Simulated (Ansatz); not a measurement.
Li (bcc (W type)), relaxed with PBEsol (Ansatz, an electronic-structure program, plane waves, PAW): a = 3.433 Å, b = 3.433 Å, c = 3.433 Å, α = 90.00°, β = 90.00°, γ = 90.00°.

| Property | Result |
|---|---|
| B₀ by P(V) fit (GPa) | 13.7 |
| highest Γ mode, no LO–TO term (cm⁻¹) | 333 |

Task: The same phase is relaxed and computed with r²SCAN in the same code. What are the cell and these values now?

Result: a = 3.477 Å, b = 3.477 Å, c = 3.477 Å, α = 90.00°, β = 90.00°, γ = 90.00°.

- B₀ by P(V) fit (GPa): 13.1
- highest Γ mode, no LO–TO term (cm⁻¹): 332

All cells were relaxed under the symmetry of their starts (and spin orders); stability against distortions was not tested throughout.

Potentials: the later of the program's two PAW sets.

Ansatz is a plane-wave DFT program.
